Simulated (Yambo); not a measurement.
TlBr (CsCl type, space group Pm-3m, No. 221): the exchange self-energy on PBEsol orbitals (Yambo, 4×4×4 mesh) holds the Coulomb divergence, which is integrated with random points (RandQpts).

| random points | exchange-only gap X → X (eV) | shift of the valence edge (eV) | gap against the reference (meV) |
|---|---|---|---|
| 1,000 | 7.12 | -2.36 | -41 |
| 10,000 | 7.06 | -2.29 | -96 |
| 100,000 | 7.17 | -2.47 | 12 |
| 1,000,000 | 7.16 | -2.46 | 4 |
| 5,000,000 | 7.16 | -2.45 | reference |

From 100,000 points on, the gap stays within 20 meV of the run with most points. The error is statistical; each row is a single draw, so the rows fix no rate of convergence.

Spin-orbit coupling is not included.

Geometry of the Materials Project entry, not relaxed at this level; primitive cell a = b = c = 3.9999 Å, α = β = γ = 90.00°.

A shift is the quasiparticle energy of the state minus its PBEsol energy.
